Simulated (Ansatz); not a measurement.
Input and output for FeSi (zincblende type): DFT, r2SCAN, PAW with Ansatz's default frozen-core files, scalar-relativistic (Ansatz 0.2.0). This run: volume at 0.5 of the series' base cell.

The cell comes from a relaxation on PAW files under the same functional, begun from a prototype that needn't be the stable phase.

Command: `ansatz run input.yaml --threads 1 --pin off --max-ram 3072MiB --backend cpu --events-out ev --progress --plain --runs-dir out` It took 20 s on 1 thread of Arm Neoverse V2, with other jobs on the host, peak memory 0.41 GiB.

```yaml
crystal:
  lattice:
    - [0.0, 2.1161393157, 2.1161393157]
    - [2.1161393157, 0.0, 2.1161393157]
    - [2.1161393157, 2.1161393157, 0.0]
  atoms:
    - { symbol: Fe, position: [0.0, 0.0, 0.0], spin: 2.5 }
    - { symbol: Si, position: [0.25, 0.25, 0.25] }
magnetization:
  spin_polarized: true
kpoints:
  mp_grid: { grid: [12, 12, 12] }
scf:
  occupations: { method: fermi_dirac, width: 0.05 }
hamiltonian:
  xc: r2scan
  pseudopotentials: { kind: paw }
output:
  forces: true
  stress: true
  eigenvalues: true
  populations: true
```

Output:

```
Engine: ansatz 0.2.0
Pseudopotentials: kind: paw
Pseudopotential: Fe, paw, valence charge 16, recommended cutoff 500 eV (meta_gga), Fe.paw.azcp
Pseudopotential: Si, paw, valence charge 4, recommended cutoff 500 eV (meta_gga), Si.paw.azcp
Functional definition: r2SCAN
  parameter k0 = 0.174
  parameter k1 = 0.065
  parameter a1 = 4.9479
  exchange = r2scan_x(k0 = k0, k1 = k1, a1 = a1)
  correlation = r2scan_c
Crystal: 2 atoms, lattice volume = 18.952 Å³
Basis set: ecut = 500 eV, 531 PW (Γ), exchange–correlation on 96×96×96 points (64 copies of the dense FFT grid, shifted against one another)
Bands: 16, of which v1, the nominal top of the filled ones, is band 10 counted from 1 (9 counted from 0)
Symmetry: 24 space group operations
Space group: F-43m (ITA 216), of the structure as read, at distance tolerance 2.7e-5 Å
Magnetic group: BNS 216.74 (UNI 1576), of the structure as read, at distance tolerance 2.7e-5 Å
k-points: 72 of 1728 (time reversal used)
Non-local potential: Fe, projectors of the file, l = 0: 3, l = 1: 2, l = 2: 3, l = 3: 1
Non-local potential: Si, projectors of the file, l = 0: 2, l = 1: 2, l = 2: 2
PAW form: soft (Blöchl's): semilocal exchange-correlation on the pseudo side does not see the compensation charge
PAW frozen core: Fe, regenerated for the run's functional (the file was generated under x = pbe(κ = 0.804, μ = 0.2195149727645171), c = pbe(β = 0.06672455060314922))
PAW frozen core: Si, regenerated for the run's functional (the file was generated under x = pbe(κ = 0.804, μ = 0.2195149727645171), c = pbe(β = 0.06672455060314922))
PAW one-centre angular grid: Fe, 590 points (default); XC on 160 Gauss nodes
PAW one-centre angular grid: Si, 302 points (default); XC on 160 Gauss nodes
Initial density: superposition of atomic densities (chi_scale 0.1, normalization cell)
Starting moments: Σ|m| = 2.5 μB on 1 of 2 sites
Initial wavefunctions: pseudopotential atomic-orbital guess
Functional: x = r2scan, c = r2scan; τ floored in thin density (d = 2e-4 eV/Å³)
SCF iter   1: F=—  HF=-5112.102222 eV  |F-HF|=—  |Δ(HF+E_count)|=         —  Δρ=9.74e-2 (↑9.74e-2 ↓5.08e-2)  dr2=2.32e0  dr2_τ=5.83e-2  dr2_m=2.10e-1  M=1.797 μB ∫|m|=2.085 μB  β_m=1.00  ethr=3.10e-3  ⟨swp⟩=6.2  Hψ=13087  notcnv=0
Mixer restart at iter 1: flushing history
preconditioner: auto → none  [metal: Δε(μ)=0.032 eV  Ē_g=12.933 eV  σ=0.050 eV  W_gap=0.16  n_scr=8 (ndim 8)  ℏωp=29.5 eV  f_vac=0.000  D(μ)=1.21/eV (n_scr^D=14)  sad-step TF]
SCF iter   2: F=—  HF=-5112.032746 eV  |F-HF|=—  |Δ(HF+E_count)|=   6.95e-2  Δρ=2.82e-2 (↑2.22e-2 ↓2.82e-2)  dr2=2.68e-1  dr2_τ=5.52e-3  dr2_m=1.65e-2  M=1.550 μB ∫|m|=2.007 μB  β_m=1.00  ethr=3.10e-3  ⟨swp⟩=3.4  Hψ=5661  notcnv=0  defer=137  κ⁻¹=1.0e0(r=1)
SCF iter   3: F=—  HF=-5110.460297 eV  |F-HF|=—  |Δ(HF+E_count)|=         —  Δρ=5.94e-2 (↑5.94e-2 ↓1.58e-2)  dr2=5.88e-1  dr2_τ=3.28e-3  dr2_m=1.23e-1  M=1.386 μB ∫|m|=1.736 μB  β_m=1.00  ethr=1.34e-3  ⟨swp⟩=2.8  Hψ=3666  notcnv=0  defer=139
Mixer restart at iter 3: flushing history
SCF iter   4: F=—  HF=-5118.520604 eV  |F-HF|=—  |Δ(HF+E_count)|=    8.06e0  Δρ=2.72e-1 (↑8.80e-2 ↓2.72e-1)  dr2=1.80e1  dr2_τ=6.82e-2  dr2_m=1.70e0  M=0.286 μB ∫|m|=0.659 μB  β_m=0.38  ethr=2.50e-4  ⟨swp⟩=4.5  Hψ=7386  notcnv=0  defer=140
SCF iter   5: F=—  HF=-5117.638384 eV  |F-HF|=—  |Δ(HF+E_count)|=   8.82e-1  Δρ=1.21e-1 (↑1.21e-1 ↓4.03e-2)  dr2=8.40e-1  dr2_τ=3.79e-2  dr2_m=1.02e0  M=0.204 μB ∫|m|=0.505 μB  β_m=0.38  ethr=2.50e-4  ⟨swp⟩=4.3  Hψ=8501  notcnv=0  defer=183  κ⁻¹=1.0e0(r=1)
SCF iter   6: F=—  HF=-5117.318411 eV  |F-HF|=—  |Δ(HF+E_count)|=   3.20e-1  Δρ=7.62e-2 (↑5.98e-2 ↓7.62e-2)  dr2=1.24e-1  dr2_τ=1.38e-2  dr2_m=7.88e-1  M=0.052 μB ∫|m|=0.343 μB  β_m=0.75  ethr=2.50e-4  ⟨swp⟩=3.2  Hψ=6284  notcnv=0  defer=178  κ⁻¹=2.0e-3(r=2)
SCF iter   7: F=—  HF=-5117.769577 eV  |F-HF|=—  |Δ(HF+E_count)|=   4.51e-1  Δρ=3.23e-2 (↑3.23e-2 ↓2.90e-2)  dr2=2.57e-3  dr2_τ=3.40e-3  dr2_m=1.62e-1  M=-0.000 μB ∫|m|=0.026 μB  β_m=0.30  ethr=2.50e-4  ⟨swp⟩=3.0  Hψ=5962  notcnv=0  defer=180  κ⁻¹=6.3e-4(r=3)
SCF iter   8: F=—  HF=-5117.802136 eV  |F-HF|=—  |Δ(HF+E_count)|=   3.26e-2  Δρ=4.42e-3 (↑2.78e-3 ↓4.42e-3)  dr2=4.46e-3  dr2_τ=1.88e-5  dr2_m=1.10e-3  M=0.000 μB ∫|m|=0.091 μB  β_m=0.47  ethr=1.29e-5  ⟨swp⟩=2.2  Hψ=4979  notcnv=0  defer=185  κ⁻¹=1.7e-5(r=4)
SCF iter   9: F=—  HF=-5117.862953 eV  |F-HF|=—  |Δ(HF+E_count)|=   6.08e-2  Δρ=2.12e-3 (↑2.12e-3 ↓2.03e-3)  dr2=3.70e-4  dr2_τ=2.01e-5  dr2_m=6.24e-4  M=0.000 μB ∫|m|=0.037 μB  β_m=0.30  ethr=1.29e-5  ⟨swp⟩=2.1  Hψ=4498  notcnv=0  defer=185  κ⁻¹=6.5e-6(r=5)
SCF iter  10: F=—  HF=-5117.874675 eV  |F-HF|=—  |Δ(HF+E_count)|=   1.17e-2  Δρ=7.69e-4 (↑6.58e-4 ↓7.69e-4)  dr2=2.89e-5  dr2_τ=4.49e-6  dr2_m=7.70e-5  M=-0.000 μB ∫|m|=0.007 μB  β_m=0.30  ethr=1.85e-6  ⟨swp⟩=2.4  Hψ=4500  notcnv=0  defer=185  κ⁻¹=4.8e-7(r=6)
SCF iter  11: F=—  HF=-5117.874938 eV  |F-HF|=—  |Δ(HF+E_count)|=   2.63e-4  Δρ=3.57e-4 (↑3.57e-4 ↓1.74e-4)  dr2=1.69e-5  dr2_τ=9.23e-7  dr2_m=8.10e-6  M=-0.000 μB ∫|m|=0.001 μB  β_m=0.30  ethr=1.44e-7  ⟨swp⟩=2.1  Hψ=3957  notcnv=0  defer=184  κ⁻¹=1.7e-7(r=7)
SCF iter  12: F=—  HF=-5117.875020 eV  |F-HF|=—  |Δ(HF+E_count)|=   8.14e-5  Δρ=8.33e-5 (↑4.92e-5 ↓8.33e-5)  dr2=4.19e-7  dr2_τ=1.91e-8  dr2_m=6.30e-7  M=-0.000 μB ∫|m|=0.001 μB  β_m=1.00  ethr=8.47e-8  ⟨swp⟩=2.0  Hψ=3723  notcnv=0  defer=184  κ⁻¹=1.1e-8(r=8)
SCF iter  13: F=—  HF=-5117.875021 eV  |F-HF|=—  |Δ(HF+E_count)|=   1.72e-6  Δρ=4.28e-5 (↑2.41e-5 ↓4.28e-5)  dr2=1.21e-7  dr2_τ=5.69e-9  dr2_m=1.51e-7  M=-0.000 μB ∫|m|=0.000 μB  β_m=0.30  ethr=2.09e-9  ⟨swp⟩=2.0  Hψ=3761  notcnv=0  defer=184  κ⁻¹=1.7e-7(r=8)
SCF iter  14: F=—  HF=-5117.875022 eV  |F-HF|=—  |Δ(HF+E_count)|=   7.20e-7  Δρ=8.03e-6 (↑8.03e-6 ↓7.27e-6)  dr2=1.63e-8  dr2_τ=4.32e-10  dr2_m=3.29e-9  M=0.000 μB ∫|m|=0.000 μB  β_m=0.30  ethr=6.04e-10  ⟨swp⟩=2.0  Hψ=3764  notcnv=0  defer=184  κ⁻¹=1.4e-9(r=8)
SCF iter  15: F=—  HF=-5117.875022 eV  |F-HF|=—  |Δ(HF+E_count)|=   4.52e-8  Δρ=4.05e-6 (↑3.67e-6 ↓4.05e-6)  dr2=3.14e-9  dr2_τ=1.31e-10  dr2_m=1.19e-9  M=0.000 μB ∫|m|=0.000 μB  β_m=0.30  ethr=8.17e-11  ⟨swp⟩=2.2  Hψ=3756  notcnv=0  defer=184  κ⁻¹=5.5e-9(r=8)
SCF iter  16: F=—  HF=-5117.875022 eV  |F-HF|=—  |Δ(HF+E_count)|=   3.19e-9  Δρ=1.19e-6 (↑1.07e-6 ↓1.19e-6)  dr2=7.51e-11  dr2_τ=8.13e-12  dr2_m=1.79e-10  M=0.000 μB ∫|m|=0.000 μB  β_m=0.30  ethr=1.57e-11  ⟨swp⟩=3.0  Hψ=3907  notcnv=0  defer=184  κ⁻¹=9.2e-9(r=8)
SCF iter  17: F=—  HF=-5117.875022 eV  |F-HF|=—  |Δ(HF+E_count)|=   1.63e-9  Δρ=1.19e-6 (↑1.19e-6 ↓1.00e-6)  dr2=6.19e-10  dr2_τ=2.28e-12  dr2_m=3.23e-11  M=0.000 μB ∫|m|=0.000 μB  β_m=0.30  ethr=1.00e-12  ⟨swp⟩=6.9  Hψ=9867  notcnv=0  κ⁻¹=2.1e-8(r=8)
[... lines left out ...]
this state was not tested for a lower state beside it, because the mixer in use, unlike msr1, does not test its closes by its own steps (another_mixer; see scf.mixing.algorithm and scf.lower_state_search)
SCF converged after 18 iterations
Magnetization: -0.0000 μB (10.0000 up, 10.0000 down)
Absolute magnetization: 0.0000 μB (∫|ρ↑−ρ↓|, with the PAW one-centre terms)
Spin contamination: 0.0000 ħ² per cell (⟨S²⟩ above its minimum at these occupations)
Per-site moments (μB) at R_I (Å): [(-2.782944563831409e-7, 0.7559600422040774), (-3.7444373607137037e-7, 0.7559600422040774)]
Free energy (F): -5117.875022 eV
Harris-Foulkes:  -5117.875022 eV  (|F-HF|=1.51e-10)
Internal energy: -5117.874988 eV  (E = F + TS)
E sigma→0 (E₀):  -5117.875005 eV
Entropy (-TS):   -0.000034 eV (-0.017 meV/atom)
Fermi energy:    18.785781 eV
--- Per-component energies (eV) ---
  E_band       = -174.786566
  E_kinetic    = 434.773423
  E_local      = -2552.343394  (includes V_loc(G=0)·N_el)
  E_nonlocal   = 256.749860
  E_hartree    = 1121.682584
  E_xc         = -175.103189
  E_vxc        = -234.231409  (∫ρ·V_xc dr)
  E_paw        = -1907.148821  (= ΣΔE_a)
  E_vpaw       = -339.125361  (= ΣTr[D̂ρ^β])
  E_aug_tail   = 0.000270  (compensation charges beyond the density's cutoff)
  E_vtau       = 16.023995  (kinetic-family band-sum trace: ∫τ·v_τ [+ j·A + Jᵃ·Aᵃ] dr)
  E_ewald      = -2296.119813
  E_core_change = -0.365908  (= ΣΔE_core)
  E_smearing   = -0.000034  (= −TS)
  E_closure    = 0.000000  (closes the sum)
  Σ components = -5117.875022   (vs F -5117.875022, Δ=0.00e0)
--- Forces (eV/Å), atoms counted from 1 ---
  atom   1  Fe     0.00000000    -0.00000000    -0.00000000
  atom   2  Si     0.00000000    -0.00000000     0.00000000
  max |Σ_I F_I| component: 8.51e-16 eV/Å
--- Stress (GPa, compression-positive) ---
      175.368966       0.000000       0.000000
       -0.000000     175.368966      -0.000000
       -0.000000      -0.000000     175.368966
  P = ⅓ Tr σ = 175.3690 GPa (1753.690 kbar)
--- Band table (eV; the first three rows and the last of 144) ---
  k-point 0 ↑: bands = ["-70.4300", "-35.3850", "-35.3850", "-35.3850", "5.2264", "15.1253", "15.1253", "15.1253", "17.2865", "17.2865", "29.4279", "29.4279", "29.4279", "32.8566", "32.8566", "32.8566"]
  k-point 1 ↑: bands = ["-70.4299", "-35.3916", "-35.3858", "-35.3858", "5.4164", "15.0340", "15.1858", "15.1858", "17.2479", "17.2479", "28.0498", "29.3410", "29.3410", "33.0005", "33.0074", "33.0074"]
  k-point 2 ↑: bands = ["-70.4296", "-35.4097", "-35.3879", "-35.3879", "5.9752", "14.7674", "15.3261", "15.3261", "17.1904", "17.1904", "25.5794", "29.0582", "29.0582", "32.5933", "33.1446", "33.1446"]
  k-point 71 ↓: bands = ["-70.4277", "-35.4548", "-35.4435", "-35.4169", "11.9802", "12.6720", "15.1506", "15.8397", "17.8380", "18.3099", "19.5847", "20.6413", "22.4092", "32.4406", "33.9367", "34.4406"]
--- Löwdin populations: 2 sites ---
  site symbol       q [e]    m [muB]
     0     Fe     16.2270     0.0000
     1     Si      3.5443    -0.0000
  spilling = 0.011436 (of n_electrons = 20.000000)
```

populations.tsv:

```
# site	symbol	l	j	q_up	q_dn
# orbitals = lowdin
# n_electrons = 20.000000
# spilling = 0.011436
0	Fe	0_3S	-	0.951389	0.951389
0	Fe	0_4S	-	0.234738	0.234737
0	Fe	1_3P	-	2.965954	2.965954
0	Fe	2_3D	-	3.961422	3.961422
1	Si	0_3S	-	0.573888	0.573888
1	Si	1_3P	-	1.198250	1.198250
```

Next run (volume at 0.5 of the series' base cell, partial waves polarizable), as changes to the input before:

```diff
   xc: r2scan
-  pseudopotentials: { kind: paw }
+  pseudopotentials: { kind: paw, partial_waves: polarizable }
 output:
   eigenvalues: true
-  populations: true
+  write_density: true
+  write_potential: true
+  elf: true
+  volumetric_format: npy
```

Results part of the output:

```
SCF 1 converged in 18 iterations: F = -5117.875676 eV  dr2 = 2.04e-10
  greatest PAW one-centre occupation: 1.008 electrons in one spin orbital (limit 2), on the Fe atom at site 0 (counted from 0), in its partial waves of l = 1
WARN: the starting moments were not kept: the SCF closed with an absolute magnetisation of 1.9e-6 μB, where they sum to 2.5 μB in size (1 site). That is at most 0.1 of that sum. Measured as dr2_m measures the in/out step, that magnetisation stands 7.9e-13 eV from none, at or under the dr2_threshold of 1.0e-7 eV: it is no larger than a step whose dr2_m would equal this threshold. The system may hold no moment; this SCF shows only that its start led to no more than that. To try another start: raise the starting moments (crystal.atoms[].spin, magnetization.per_species, magnetization.initial_magnetization, or on a non-collinear deck that types none of these the spinor_matrix: blocks that start its atoms; where the total moment is fixed, keep their sum and leave initial_magnetization as it is; typed ones take the place of any that the run laid by itself, positive ones on a crystal's lanthanoids without a Hubbard term where scf.initial_density.shell_occupations: [] is typed) or, if the notice of its spin-set hold's release reads "site moments contracting" or "site moments show no strong build", lengthen the hold (scf.mixing.spin_hold: { on: { confirm: 4 } }; for m-r²SCAN on two components see the key's manual first). Each may lead to a state that holds a moment. A second SCF, from the converged charge density, with the starting moments and any scf.initial_density.shell_occupations laid on it anew, would have followed, and was not run: the deck does not ask for one (magnetization.retry_lost_moments is false, the default). To let it run, set magnetization.retry_lost_moments: true and run the deck again, where that key's refused combinations let it; where memory then withholds it, that run's warning says so.
this state was not tested for a lower state beside it, because the mixer in use, unlike msr1, does not test its closes by its own steps (another_mixer; see scf.mixing.algorithm and scf.lower_state_search)
SCF converged after 18 iterations
Magnetization: -0.0000 μB (10.0000 up, 10.0000 down)
Absolute magnetization: 0.0000 μB (∫|ρ↑−ρ↓|, with the PAW one-centre terms)
Spin contamination: 0.0000 ħ² per cell (⟨S²⟩ above its minimum at these occupations)
Per-site moments (μB) at R_I (Å): [(4.6997029310860456e-8, 0.7559600422040774), (-4.3879133811850156e-7, 0.7559600422040774)]
Free energy (F): -5117.875676 eV
Harris-Foulkes:  -5117.875676 eV  (|F-HF|=1.77e-10)
Internal energy: -5117.875642 eV  (E = F + TS)
E sigma→0 (E₀):  -5117.875659 eV
Entropy (-TS):   -0.000034 eV (-0.017 meV/atom)
Fermi energy:    18.785900 eV
[... lines left out ...]
  Σ components = -5117.875676   (vs F -5117.875676, Δ=0.00e0)
--- Forces (eV/Å), atoms counted from 1 ---
  atom   1  Fe     0.00000000    -0.00000000     0.00000000
  atom   2  Si     0.00000000    -0.00000000     0.00000000
  max |Σ_I F_I| component: 7.40e-16 eV/Å
--- Stress (GPa, compression-positive) ---
      175.332433      -0.000000       0.000000
       -0.000000     175.332433      -0.000000
        0.000000      -0.000000     175.332433
  P = ⅓ Tr σ = 175.3324 GPa (1753.324 kbar)
--- Band table (eV; the first three rows and the last of 144) ---
  k-point 0 ↑: bands = ["-70.4300", "-35.3850", "-35.3850", "-35.3850", "5.2264", "15.1254", "15.1254", "15.1254", "17.2867", "17.2867", "29.4278", "29.4278", "29.4278", "32.8571", "32.8571", "32.8571"]
  k-point 1 ↑: bands = ["-70.4299", "-35.3916", "-35.3857", "-35.3857", "5.4164", "15.0342", "15.1860", "15.1860", "17.2482", "17.2482", "28.0498", "29.3409", "29.3409", "33.0008", "33.0079", "33.0079"]
  k-point 2 ↑: bands = ["-70.4296", "-35.4096", "-35.3879", "-35.3879", "5.9752", "14.7675", "15.3262", "15.3262", "17.1906", "17.1906", "25.5794", "29.0582", "29.0582", "32.5934", "33.1450", "33.1450"]
  k-point 71 ↓: bands = ["-70.4277", "-35.4548", "-35.4434", "-35.4168", "11.9805", "12.6720", "15.1504", "15.8398", "17.8380", "18.3100", "19.5850", "20.6413", "22.4095", "32.4405", "33.9371", "34.4405"]
```

Next run (volume at 0.4 of the series' base cell), as changes to the input before:

```diff
   lattice:
-    - [0.0, 2.1161393157, 2.1161393157]
-    - [2.1161393157, 0.0, 2.1161393157]
-    - [2.1161393157, 2.1161393157, 0.0]
+    - [0.0, 1.9644497236, 1.9644497236]
+    - [1.9644497236, 0.0, 1.9644497236]
+    - [1.9644497236, 1.9644497236, 0.0]
   atoms:
   mp_grid: { grid: [12, 12, 12] }
+  band_path:
+    path:
+      - [0.0, 0.0, 0.0]
+      - [-0.5, -0.5, 0.0]
+      - [-0.375, -0.375, 0.25]
+      - [-0.375, 0.0, 0.375]
+      - [0.0, 0.0, 0.0]
+      - [0.0, 0.0, 0.5]
+      - [-0.5, -0.25, 0.25]
+      - [-0.5, -0.5, 0.0]
+    npoints: 8
 scf:
   xc: r2scan
-  pseudopotentials: { kind: paw, partial_waves: polarizable }
+  pseudopotentials: { kind: paw }
 output:
   eigenvalues: true
-  write_density: true
-  write_potential: true
-  elf: true
-  volumetric_format: npy
+  populations: true
+  dos: { projected: true, de: 0.2, e_range: [-14, 8] }
```

Results part of the output:

```
SCF 1 converged in 18 iterations: F = -5111.743224 eV  dr2 = 4.32e-11
  greatest PAW one-centre occupation: 1.016 electrons in one spin orbital (limit 2), on the Fe atom at site 0 (counted from 0), in its partial waves of l = 1
WARN: the starting moments were not kept: the SCF closed with an absolute magnetisation of 6.4e-7 μB, where they sum to 2.5 μB in size (1 site). That is at most 0.1 of that sum. Measured as dr2_m measures the in/out step, that magnetisation stands 1.1e-13 eV from none, at or under the dr2_threshold of 1.0e-7 eV: it is no larger than a step whose dr2_m would equal this threshold. The system may hold no moment; this SCF shows only that its start led to no more than that. To try another start: raise the starting moments (crystal.atoms[].spin, magnetization.per_species, magnetization.initial_magnetization, or on a non-collinear deck that types none of these the spinor_matrix: blocks that start its atoms; where the total moment is fixed, keep their sum and leave initial_magnetization as it is; typed ones take the place of any that the run laid by itself, positive ones on a crystal's lanthanoids without a Hubbard term where scf.initial_density.shell_occupations: [] is typed) or, if the notice of its spin-set hold's release reads "site moments contracting" or "site moments show no strong build", lengthen the hold (scf.mixing.spin_hold: { on: { confirm: 4 } }; for m-r²SCAN on two components see the key's manual first). Each may lead to a state that holds a moment. A second SCF, from the converged charge density, with the starting moments and any scf.initial_density.shell_occupations laid on it anew, would have followed, and was not run: the deck does not ask for one (magnetization.retry_lost_moments is false, the default). To let it run, set magnetization.retry_lost_moments: true and run the deck again, where that key's refused combinations let it; where memory then withholds it, that run's warning says so.
this state was not tested for a lower state beside it, because the mixer in use, unlike msr1, does not test its closes by its own steps (another_mixer; see scf.mixing.algorithm and scf.lower_state_search)
NSCF: frozen V_eff on 57 k-points
SCF converged after 18 iterations
Magnetization: -0.0000 μB (10.0000 up, 10.0000 down)
Absolute magnetization: 0.0000 μB (∫|ρ↑−ρ↓|, with the PAW one-centre terms)
Spin contamination: 0.0000 ħ² per cell (⟨S²⟩ above its minimum at these occupations)
Per-site moments (μB) at R_I (Å): [(3.567557958714692e-8, 0.701771138101654), (-6.221182247829503e-8, 0.701771138101654)]
Free energy (F): -5111.743224 eV
Harris-Foulkes:  -5111.743224 eV  (|F-HF|=2.09e-11)
Internal energy: -5111.743195 eV  (E = F + TS)
E sigma→0 (E₀):  -5111.743209 eV
Entropy (-TS):   -0.000029 eV (-0.015 meV/atom)
Fermi energy:    24.625746 eV
[... lines left out ...]
  max |Σ_I F_I| component: 1.04e-15 eV/Å
--- Stress (GPa, compression-positive) ---
      369.056216       0.000000      -0.000000
        0.000000     369.056216      -0.000000
       -0.000000      -0.000000     369.056216
  P = ⅓ Tr σ = 369.0562 GPa (3690.562 kbar)
--- Band table (eV; the first three rows and the last of 144) ---
  k-point 0 ↑: bands = ["-65.1886", "-30.2695", "-30.2695", "-30.2695", "9.0569", "19.6715", "19.6715", "19.6715", "21.9798", "21.9798", "35.9773", "35.9773", "35.9773", "41.9701", "41.9701", "41.9701"]
  k-point 1 ↑: bands = ["-65.1882", "-30.2850", "-30.2710", "-30.2710", "9.2889", "19.5758", "19.7491", "19.7491", "21.9239", "21.9239", "34.7380", "36.0601", "36.0601", "41.2078", "41.9781", "41.9781"]
  k-point 2 ↑: bands = ["-65.1872", "-30.3271", "-30.2750", "-30.2750", "9.9683", "19.2982", "19.9174", "19.9174", "21.8479", "21.8479", "32.2110", "36.1779", "36.1779", "40.0593", "41.5470", "41.5470"]
  k-point 71 ↓: bands = ["-65.1819", "-30.4270", "-30.4012", "-30.3348", "16.2946", "17.5165", "19.0112", "20.8490", "23.0160", "24.3580", "25.9020", "26.5807", "28.8019", "39.7911", "41.8645", "41.8861"]
--- Löwdin populations: 2 sites ---
  site symbol       q [e]    m [muB]
     0     Fe     16.4633    -0.0000
     1     Si      3.2823     0.0000
  spilling = 0.012721 (of n_electrons = 20.000000)
```

The start moments died away, and the runs ended non-magnetic. The PAW files were made under PBE.
